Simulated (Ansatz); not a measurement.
Sc (fcc, Cu type)

```
Sc
1.0
    0.00000     2.23618     2.23618
    2.23618     0.00000     2.23618
    2.23618     2.23618     0.00000
Sc
1
Cartesian
  0.00000   0.00000   0.00000
```

Calculation: LDA (plane waves to 420 eV, PAW, scalar-relativistic; Ansatz, a quantum-chemistry and plane-wave program). Harmonic phonons by density-functional perturbation theory on a 18×18×18 k mesh, in cm⁻¹ and rounded to 5; i marks imaginary ones, q is in fractions of the reciprocal vectors of the cell shown, and the three acoustic modes at Γ are left out. Sc is run without spin polarisation. Sc was relaxed with its symmetry unable to fall. This is one of several known forms of Sc; the measured ambient cells at hand have space group No. 194.

Is the structure dynamically stable at L = (0.5, 0.0, 0.0), X = (0.5, 0.5, 0.0)?

No imaginary mode at these points (lowest 105 cm⁻¹ at L = (0.5, 0.0, 0.0)); other wave vectors were not tested.

Predict the phonon wavenumbers at L = (0.5, 0.0, 0.0), X = (0.5, 0.5, 0.0).


```
q                    wavenumbers (cm⁻¹)
-------------------  ------------------
L = (0.5, 0.0, 0.0)       105 (×2), 210
X = (0.5, 0.5, 0.0)       205 (×2), 210
```
